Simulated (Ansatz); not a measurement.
## Magnetovolume behaviour of Cr (Im-3m)

```yaml
crystal:
  lattice:
    - [2.96890, 0.00000, 0.00000]
    - [0.00000, 2.96890, 0.00000]
    - [0.00000, 0.00000, 2.96890]
  atoms:
    - { symbol: Cr, position: [0.00000, 0.00000, 0.00000] }
    - { symbol: Cr, position: [0.50000, 0.50000, 0.50000] }
```

The reference geometry is a structure from the Materials Project; nothing is relaxed.

Common settings: PBE, 11×11×11 k mesh, Fermi–Dirac smearing of 0.05 eV. PAW means Ansatz 0.2.0 on its default frozen-core files; LAPW is all-electron LAPW in Ansatz 0.2.0. Site moments are integrated in spheres about the atoms, whose radii differ between the methods. Start moments of the first PAW run (μB): Cr1 -3, Cr2 3.

The cell shown is scaled evenly to other volumes, and every spin-polarised run starts from the same moments.

```tsv
V/V₀	Å³/atom	M PAW (μB/cell)	M LAPW (μB/cell)	largest site moment, PAW (μB)	P PAW (GPa)	P LAPW (GPa)	F − F(unpolarised), PAW (meV/atom)
0.72	9.42	0.00	0.00	0.00	80.6	80.5	0
0.8	10.47	0.00	–	0.00	31.3	–	0
0.85	11.12	0.00	0.00	0.63	12.6	12.5	-2
0.9	11.78	0.00	0.00	1.01	-0.2	-0.3	-16
0.95	12.43	0.00	–	1.35	-8.6	–	-41
1	13.08	0.00	0.00	1.69	-13.7	-13.7	–
1.05	13.74	0.00	0.00	1.98	-16.8	-16.8	-130
1.1	14.39	0.00	0.00	2.25	-18.7	-18.7	-193
1.18	15.44	0.00	–	2.59	-20.3	–	-312
```

The moments are gone at V/V₀ = 0.8 (31 GPa) and below, and present from 0.85 (13 GPa) upwards, where the largest is 0.63 μB at first. Between V/V₀ = 0.9 and 0.85 the largest moment drops from 1.01 to 0.63 μB.

**Question.** Fit a third-order Birch–Murnaghan equation to the PAW pressures of the magnetic runs between 0.85 and 1.11 V₀. What are the zero-pressure volume and bulk modulus, and what do the unpolarised runs give?

**Answer.** V = 11.76 Å³/atom (0.899 V₀), B = 186 GPa, B′ = 6.7, with a worst miss of 0.10 GPa. The unpolarised pressures, 10.6, -4.9, -16.3, -30.9, -35.3 GPa at V/V₀ = 0.85, 0.9, 0.95, 1.05, 1.1, give 11.55 Å³/atom and 259 GPa, so the moments change the volume by +1.9 %. Cell shape and inner coordinates are held, so these aren't the relaxed crystal's values unless symmetry fixes them.

This cell lies far from its zero-pressure volume, so the numbers describe the cell as given rather than the relaxed compound.  The Ansatz runs typed with the search for lower states off end where their start leads. The magnetic state is the one that this cell and start allow. It needn't be the compound's measured order, which may need a larger cell or be absent.
